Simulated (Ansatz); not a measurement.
MoS2 in space group R3m (No. 160; Mo on 3a, S on 3a, S on 3a), a = b = 3.1761 Å, c = 18.6721 Å, α = β = 90.00°, γ = 120.00°; the cell used has 3 atoms.

Relaxed with r²SCAN+D4. 

HSE06 on this cell (Ansatz, an electronic-structure program, PAW) gives a gap of 1.42 eV. What does r²SCAN+D4 give?

1.03 eV.

Cost on shared cores: the r²SCAN+D4 run (SCF on a 10×10×10 mesh, then bands and DOS) around 2.5 core-minutes (rough), the HSE06 run (SCF on 7×7×7, then a few points) roughly 12 core-minutes; the tasks are unlike.

The cell was relaxed with r²SCAN+D4 under the symmetry of its start; of distortions, only those at the zone centre were tested. The run is not spin-polarised. Spin–orbit coupling is left out wherever it is not named.

Potentials: the later of the program's two PAW sets.

Ansatz is a plane-wave DFT program.
